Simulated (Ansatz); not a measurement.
**AlRu$_{2}$C: computed property card**

AlRu$_{2}$C:
Space group P6₃/mmc (No. 194); a = b = 2.905 Å, c = 13.358 Å, α = β = 90.00°, γ = 120.00°

```tsv
atom	site	symmetry	x	y	z
Al	2d	-6m2	0.6667	0.3333	0.2500
Ru	4f	3m.	0.3333	0.6667	0.0950
C	2a	-3m.	0.0000	0.0000	0.0000
```

Space group P6_3/mmc (No. 194); conventional cell a = b = 2.9045 Å, c = 13.3581 Å, α = β = 90.00°, γ = 120.00°.

Method: DFT-PBE in the program Ansatz with PAW potentials. Geometry: relaxed at this level of theory. Other levels are named where they apply.

Cell and energy:

| Quantity | Result |
|---|---|
| Volume per atom | 12.20 Å³ |
| Density | 8.21 g/cm³ |
| Formation energy from the elements (no fitted shifts) | 6.1 kJ/mol-atom |

Electronic structure:

| Property | Result |
|---|---|
| Electronic character | metallic (no gap) |
| Density of states at the Fermi level | 0.74 states/eV per atom (mean over ±0.08 eV) |
| Gap with spin–orbit coupling | none (metallic) |

The start of the workflow was typed in or built on a structure type; neither database checked (COD, Materials Project) lists it. Its standing as an ambient phase is unchecked. The PBE relaxation kept the symmetry of its start; whether a distortion lowers the energy is not shown. No spin polarisation was allowed. The references are the lowest solids computed at this level, not always the standard phases. Scalar-relativistic: spin–orbit coupling is off unless named, which matters more the heavier the elements.

Potentials: the later of the program's two PAW sets.
